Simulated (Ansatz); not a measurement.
The cell below belongs to a search over invented structures; it isn't taken from experiment.

Input and command of a plane-wave DFT calculation in Ansatz:

```yaml
crystal:
  lattice:
    - [3.6489189774, 0.0, 0.0]
    - [-1.8244594887, 3.1600565308, 0.0]
    - [0.0, 0.0, 8.230505649]
  atoms:
    - { symbol: Ba, position: [0.0, 0.0, 0.0] }
    - { symbol: Mg, position: [0.3333333333, 0.6666666667, 0.3571663803] }
    - { symbol: Mg, position: [0.6666666667, 0.3333333333, 0.6428336197] }
    - { symbol: H, position: [0.3333333333, 0.6666666667, 0.7720547915] }
    - { symbol: H, position: [0.6666666667, 0.3333333333, 0.2279452085] }
    - { symbol: H, position: [0.0, 0.0, 0.5] }
basis:
  ecutwfc: 420
kpoints:
  mp_grid: { grid: [12, 12, 6] }
hamiltonian:
  xc: pbe
scf:
  occupations: { method: gaussian, width: 0.1 }
output:
  forces: true
  stress: true
  eigenvalues: true
  write_density: true
  write_potential: true
  elf: true
  volumetric_format: npy
relax:
  adjacent_minimum: "off"
  f_tol: 0.01
  max_steps: 80
  cell: { stress_tol: 0.05 }
```

```bash
ansatz run input.yaml --threads 1 --pin off --max-ram 2048MiB --backend cpu --events-out ev --progress --plain --runs-dir out
```

Processor: Arm Neoverse V2, 1 thread, on a host shared with other jobs.

Task: How long does it run, and how much memory does it take?

Result: About 78 s, peak memory 0.47 GiB. It solves 23 bands at 100 k points (after reduction by symmetry) with about 1851 plane waves (on the last cell), in 33 SCF iterations over 6 ionic steps.
